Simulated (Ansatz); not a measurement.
NbW:
```
CELL_PARAMETERS angstrom
      1.60844    -2.27935     0.00000
      1.60844     2.27935     0.00000
      0.00000     0.00000     4.56880
ATOMIC_POSITIONS crystal
  Nb 0.00000 0.00000 0.00000
  W  0.50000 0.50000 0.50000
```

Relaxed with r²SCAN. Special points in fractions of this cell's reciprocal vectors: Γ (0.000, 0.000, 0.000); Y (-0.500, 0.500, 0.000); C0 (-0.374, 0.626, 0.000); Σ0 (0.374, 0.374, 0.000); Z (0.000, 0.000, 0.500); A0 (0.374, 0.374, 0.500); E0 (-0.374, 0.626, 0.500); T (-0.500, 0.500, 0.500); S (0.000, 0.500, 0.000); R (0.000, 0.500, 0.500).

### Question
List the band energies nearest the Fermi level at these points for r²SCAN (plane waves, PAW; program Ansatz).

### Answer
In eV from the Fermi level; about four levels below and three above (degenerate sets whole), none deeper than 8.9 eV; points with the same levels are listed once.

```tsv
k	below	above
Γ	-4.67 -2.41 -0.06 -0.03	0.04 1.84 3.12
Y	-4.93 -4.62 -4.55 -2.34	1.80 3.34 4.28
C0	-3.82 -3.68 -3.43 -2.41	0.00 2.99 3.11
Z	-1.75 -0.91 -0.91 -0.39	2.27 2.45 3.02
A0	-2.26 -2.19 -1.99 -1.87	3.66 3.74 4.16
T	-3.87 -3.29 -2.58 -2.37	0.17 0.79 0.88
S	-2.22 -1.90 -1.05 -0.93	2.61 3.38 3.92
R	-5.26 -4.52 -2.58 -2.16	1.44 2.30 3.30
```

Space group Cmmm. The first step of the workflow began from a Materials Project structure, measured or hypothetical; the Crystallography Open Database copy checked does not list it. With Nb and W taken as one species the cell has the higher symmetry Im-3m, so it may be an ordered model of a mixed-site phase. Whether it is the stable phase at ambient conditions was not checked. The cell was relaxed with r²SCAN under the symmetry of its start; its stability against distortions is not shown here. The run is not spin-polarised. Spin–orbit coupling is left out wherever it is not named.

Potentials: the later of the program's two PAW sets.
